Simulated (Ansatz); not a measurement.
Co (hcp, Mg type)

```xyz
2
Lattice="2.4939 0.0000 0.0000 -1.2470 2.1598 0.0000 0.0000 0.0000 4.0317" Properties=species:S:1:pos:R:3 pbc="T T T"
Co     0.0000     1.4399     3.0238
Co     1.2470     0.7199     1.0079
```

The relaxed cell is deformed in two ways at once: its volume V is scaled, and at that volume it is stretched along z (the c axis of the conventional cell) so that c/a changes. Fractional atomic positions are held.

Calculation: PBE (plane waves to 420 eV, PAW, scalar-relativistic; Ansatz, a first-principles code). k mesh 21×21×12 (Γ-centred), Fermi-Dirac smearing 0.05 eV. Compression counts positive. With partly filled bands, the response to shear is sensitive to the k mesh, so small differences along c/a are uncertain. Co was relaxed with its symmetry unable to fall. Relaxed Co ends ferromagnetic. The PAW data are Ansatz's earlier set. The magnetic order is the one the run started from; other orders were not tried. 

| σzz (GPa) | V/V₀ = 0.960 | V/V₀ = 0.973 | V/V₀ = 0.987 | V/V₀ = 1.000 | V/V₀ = 1.013 | V/V₀ = 1.027 | V/V₀ = 1.040 |
|---|---|---|---|---|---|---|---|
| (c/a)/(c/a)₀ = 0.920 | 29.1 | 24.8 | 20.9 | 17.2 | 13.8 | 10.6 | (withheld) |
| (c/a)/(c/a)₀ = 0.947 | 22.4 | 18.4 | 14.7 | 11.3 | 8.2 | 5.2 | 2.4 |
| (c/a)/(c/a)₀ = 0.973 | 15.8 | 12.2 | 8.8 | 5.6 | 2.6 | -0.2 | -2.7 |
| (c/a)/(c/a)₀ = 1.000 | 9.5 | (withheld) | 2.9 | 0.0 | -2.7 | -5.2 | (withheld) |
| (c/a)/(c/a)₀ = 1.027 | 3.8 | 0.6 | -2.3 | -4.9 | (withheld) | -9.6 | -11.7 |
| (c/a)/(c/a)₀ = 1.053 | -1.3 | -4.2 | -6.9 | -9.3 | -11.5 | -13.6 | -15.5 |
| (c/a)/(c/a)₀ = 1.080 | (withheld) | -8.6 | -11.1 | -13.4 | -15.5 | -17.4 | -19.1 |

Problem. Fill in the missing entries.

Solution. 
- (c/a)/(c/a)₀ = 0.920, V/V₀ = 1.040: 7.6
- (c/a)/(c/a)₀ = 1.000, V/V₀ = 0.973: 6.1
- (c/a)/(c/a)₀ = 1.000, V/V₀ = 1.040: -7.5
- (c/a)/(c/a)₀ = 1.027, V/V₀ = 1.013: -7.4
- (c/a)/(c/a)₀ = 1.080, V/V₀ = 0.960: -6.0

(Under strain, the slope of the energy per volume gives the stress and its curvature an elastic modulus.)
